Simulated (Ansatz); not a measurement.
**5 guesses for ZrF and where they end**

Theory: DFT PBE, scalar-relativistic, plane waves, PAW in Ansatz 0.2.0. All cells share a 420 eV cutoff and Γ-centred k meshes spaced at most about 0.3 Å⁻¹ (about 0.25 or finer for metals, 2π included). No spin polarisation in the final relaxations.

Each guess was relaxed in cell and atoms at zero pressure, within the symmetry of its start. These are static total energies at zero pressure. Coordination counts F atoms around Zr (those within 1.25 times the shortest such distance or 1.15 times the sum of covalent radii).

```
guess    made from  start group  V start (Å³/atom)                 end group  V end (Å³/atom)  coordination at the end  gap on mesh (eV)  E over the lowest end (meV/atom)
    1     MoW type         Cmmm               12.8                      Cmmm             16.3                     Zr 4                 0                               494
    2     SmS type        Fm-3m               12.6                         ?                ?                        ?                 ?                                 ?
    3    PdAu type         R-3m               13.2                      R-3m             15.1                     Zr 6                 0                               692
    4  random cell       P4/nmm               14.0         P4/nmm (litharge)             15.6                     Zr 4                 0                                 0
    5    YbZn type        Pm-3m               17.9  Pm-3m (caesium chloride)             15.2                     Zr 8                 0                              1186
```

Guess 2 as it starts:

```yaml
crystal:
  lattice:
    - [0.00000, 2.32879, 2.32879]
    - [2.32879, 0.00000, 2.32879]
    - [2.32879, 2.32879, 0.00000]
  atoms:
    - { symbol: Zr, position: [0.50000, 0.50000, 0.50000] }
    - { symbol: F, position: [0.00000, 0.00000, 0.00000] }
```

Task: Predict the end of this guess and its energy over the lowest end.

Result: It ends in the rock salt type, space group Fm-3m (No. 225), with a = 4.925 Å, 14.9 Å³/atom and no gap. It lies 0.87 eV/atom over the lowest end, above guess 3 and below guess 5. Counting F atoms around Zr, this end has Zr 6 and the lowest (guess 4) has Zr 4.

```
Zr F
1.0
     0.00000    2.46241    2.46241
     2.46241    0.00000    2.46241
     2.46241    2.46241    0.00000
Zr F
1 1
Cartesian
  2.4624 2.4624 2.4624
  0.0000 0.0000 0.0000
```

The zero of energy is the elements' standard structures at the same level (F₂ as a molecule); no fitted shifts are applied.

Task: Is the lowest end bound against the elements?

Result: Yes: its formation energy is −2.15 eV/atom. A negative formation energy is needed for stability but isn't enough: competing phases decide.

In Cmmm, R-3m, Fm-3m, Pm-3m an odd number of electrons in the primitive cell allows no gap without spin; a larger cell or a magnetic state could open one. Cells relaxed within their symmetry can be saddle points. A lower structure may well exist outside this small set. Some types were kept out of the candidates beforehand, so the set may lack a known form.
